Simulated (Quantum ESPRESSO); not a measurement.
## Kohn-Sham bands of NaI (rock salt)

```yaml
crystal:
  lattice:
    - [0.00000, 3.21866, 3.21866]
    - [3.21866, 0.00000, 3.21866]
    - [3.21866, 3.21866, 0.00000]
  atoms:
    - { symbol: Na, position: [0.00000, 0.00000, 0.00000] }
    - { symbol: I, position: [0.50000, 0.50000, 0.50000] }
```

Cell from Materials Project (mp-23268), symmetrised, no further relaxation. COD (Crystallography Open Database) has an entry of this formula and space group (matched by these alone). Computed values, not measurements, from PBEsol: Quantum ESPRESSO (norm-conserving PseudoDojo potentials, cutoff 71 Ry, no spin polarisation, no spin-orbit coupling) on a Γ-centred 8×8×8 mesh, then Wannier90. Density: 8×8×8 mesh, cold smearing 0.01 Ry. Spin-orbit coupling is left out although heavy elements are present.

### Question
List the Kohn-Sham levels between −8 and 6.5 eV relative to the valence-band maximum at the high-symmetry points, as a band run of pw.x on that density gives them (levels within 2 meV counted together).

### Answer
```json
[
 {"point": "Γ", "k (reciprocal lattice)": "0.000 0.000 0.000", "levels (eV)": "0.00 (×3), 3.55"},
 {"point": "X", "k (reciprocal lattice)": "0.500 0.000 0.500", "levels (eV)": "-1.99, -0.78 (×2), 4.46, 5.41"},
 {"point": "U", "k (reciprocal lattice)": "0.625 0.250 0.625", "levels (eV)": "-1.72, -1.40, -0.63, 5.16"},
 {"point": "K", "k (reciprocal lattice)": "0.375 0.375 0.750", "levels (eV)": "-1.72, -1.40, -0.63, 5.16"},
 {"point": "L", "k (reciprocal lattice)": "0.500 0.500 0.500", "levels (eV)": "-2.27, -0.29 (×2), 4.96"},
 {"point": "W", "k (reciprocal lattice)": "0.500 0.250 0.750", "levels (eV)": "-1.48 (×2), -0.97, 5.84"}
]
```
